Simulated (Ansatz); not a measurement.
## Na8MgMn2O8, one structure, two calculations

Cell: a Materials Project structure (computed, not necessarily an observed phase), atoms as given.

```
Na Mg Mn O
1.0
     5.47947    0.00000    0.00000
     2.10099    5.70142    0.00000
     0.77784    2.66346    8.80970
Na Mg Mn O
8 1 2 8
Direct
  0.02321 0.42213 0.17738
  0.53013 0.91333 0.15565
  0.52622 0.35761 0.33124
  0.03935 0.85041 0.32419
  0.03714 0.20299 0.52612
  0.68409 0.32295 0.69968
  0.04026 0.62148 0.76452
  0.55742 0.51984 0.97836
  0.46502 0.96515 0.77094
  0.54908 0.83874 0.49976
  0.00000 0.97911 0.98889
  0.23696 0.70037 0.12497
  0.83164 0.17125 0.11833
  0.74660 0.59155 0.40712
  0.30929 0.07005 0.34683
  0.64222 0.06562 0.57362
  0.44061 0.68528 0.71104
  0.75049 0.84228 0.92437
  0.10709 0.18779 0.79774
```

Atoms are numbered from 1 in the order listed; like atoms form one site, named after its first atom.

First run. Method: Kohn–Sham DFT in Ansatz, PBE, plane waves and PAW, scalar-relativistic, collinear spin, 420 eV cutoff, Γ-centred 4×4×3 k-points, Fermi–Dirac smearing 0.02 eV. Start moments as typed (μB): 4 on each Mn, none on the rest.

| site | atom | V_zz (10²¹ V/m²) | η | m (μB) |
| --- | --- | --- | --- | --- |
| Na4 | 4 | -0.98 | 0.67 | 0.00 |
| Na5 | 5 | 1.05 | 0.66 | 0.00 |
| Na6 | 6 | 2.64 | 0.62 | 0.00 |
| Mg | 9 | 1.72 | 0.57 | 0.00 |
| Mn10 | 10 | -3.79 | 0.22 | 2.96 |
| Mn11 | 11 | -7.06 | 0.58 | 3.01 |
| O12 | 12 | 5.84 | 0.24 | 0.05 |
| O13 | 13 | 7.13 | 0.19 | 0.05 |
| O14 | 14 | 3.80 | 0.67 | 0.08 |
| O15 | 15 | 5.82 | 0.55 | 0.06 |
| O16 | 16 | -4.20 | 0.76 | 0.05 |
| O17 | 17 | 3.87 | 0.56 | 0.07 |
| O18 | 18 | -2.52 | 0.96 | 0.09 |
| O19 | 19 | 3.04 | 0.85 | 0.07 |

Second run. The same atoms and settings, except that the functional is r2SCAN and the cutoff is 500 eV.

**Question.** What does the second run give?

**Answer.** 

```
site  atom   V_zz     η  change of V_zz  m (μB)
 Na4     4  -1.07  0.64           -0.09    0.00
 Na5     5   1.07  0.65           +0.02    0.00
 Na6     6   2.79  0.60           +0.15    0.00
  Mg     9   1.79  0.57           +0.07    0.00
Mn10    10  -4.00  0.25           -0.21    3.11
Mn11    11  -7.93  0.62           -0.87    3.16
 O12    12   6.25  0.24           +0.41    0.03
 O13    13   7.78  0.18           +0.65    0.02
 O14    14   4.01  0.69           +0.21    0.06
 O15    15   6.26  0.53           +0.44    0.04
 O16    16  -4.39  0.67           -0.19    0.04
 O17    17   3.67  0.70           -0.20    0.06
 O18    18  -2.55  0.68           -0.03    0.08
 O19    19   2.81  0.88           -0.23    0.06
```

The largest change of V_zz is on Mn11, from -7.06 to -7.93. In per cent, |V_zz| changes by +2 to +8 on Na, +4 on Mg, +6 to +12 on Mn, -8 to +9 on O (all sites that start above 0.5). Where |V_zz| stays above 0.1, η moves most on O18, from 0.96 to 0.68. The table leaves out 5 of the 19 sites, with |V_zz| up to 2.42; their tensors move by 0.11 at most along any direction. The statements above cover all sites. The absolute magnetisation of the cell goes from 8.3 to 8.5 μB.

The program didn't check the stability of this electronic state in full, so a lower one may lie near. All moments are parallel here, as the start or the cell imposes; many such compounds order antiparallel, where fields and spin densities carried over to other atoms largely cancel. The magnetic order is the one that the run reached from its start moments, not necessarily the measured one.
For the first run: The largest force is 0.7 eV/Å, so the atoms aren't at the calculated equilibrium and relaxing them would move these values. With a gap of 0.3 eV on this mesh, small gradients can still move by 0.1 × 10²¹ V/m² or more as the k-mesh gets denser.
For the second run: At this cell the principal stresses reach 5 GPa in size with r2SCAN, which can matter for small gradients. The largest force is 0.8 eV/Å, so the atoms aren't at the calculated equilibrium and relaxing them would move these values.
